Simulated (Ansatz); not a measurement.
Below is a relaxed structure of Al₄FeCo₃. The cell was found from a structure generator's guess, not taken from experiment.

Method: DFT PBE, scalar-relativistic, plane waves, PAW (Ansatz). Cutoff 420 eV, Γ-centred mesh, Gaussian smearing, collinear spin.

```cif
data_structure
_symmetry_space_group_name_H-M 'P 1'
_symmetry_Int_Tables_number 1
_cell_length_a 2.8545
_cell_length_b 2.8545
_cell_length_c 11.4375
_cell_angle_alpha 90.000
_cell_angle_beta 90.000
_cell_angle_gamma 90.000
_cell_volume 93.20
loop_
_atom_site_label
_atom_site_type_symbol
_atom_site_fract_x
_atom_site_fract_y
_atom_site_fract_z
_atom_site_occupancy
Al1 Al 0.00000 0.00000 0.87463 1
Al2 Al 0.00000 0.00000 0.12537 1
Al3 Al 0.00000 0.00000 0.37641 1
Al4 Al 0.00000 0.00000 0.62359 1
Fe1 Fe 0.50000 0.50000 0.50000 1
Co1 Co 0.50000 0.50000 0.00000 1
Co2 Co 0.50000 0.50000 0.24836 1
Co3 Co 0.50000 0.50000 0.75164 1
```

The zero of energy is the elements' standard structures at the same level; no fitted shifts are applied.

Task: Find its symmetry and describe it.

Result: P4/mmm (No. 123). Conventional cell: a = 2.855 Å, c = 11.438 Å. Al on its first site is surrounded by 8 Co at 2.46–2.48 Å and 6 Al at 2.85–2.87 Å; Al on its second site has 4 Fe at 2.46 Å, 4 Co at 2.49 Å and 6 Al at 2.83–2.87 Å; Fe is surrounded by 8 Al at 2.46 Å, 4 Fe at 2.85 Å and 2 Co at 2.88 Å; around Co on a site of symmetry 4/mmm lie 8 Al at 2.48 Å and 6 Co at 2.84–2.85 Å; 1 more site not described.

Task: What is its formation energy per atom?

Result: −0.53 eV/atom. It lies below the elements, which doesn't yet make it stable against other compounds or structures.

Task: Is it a metal?

Result: Yes, bands cross the Fermi level on the 14×14×4 mesh.

Task: Which magnetic moments does it keep?

Result: 0.04 μB per atom net, the space between the atoms included; by site: Fe 0.4 μB.

The last run used collinear spin, a 14×14×4 mesh (in the run's order of axes) for its 8-atom cell and Gaussian smearing of 0.10 eV. Another magnetic order may lie lower. A later test with randomly moved atoms came back to the same energy, though modes that don't fit the test's cell weren't probed.
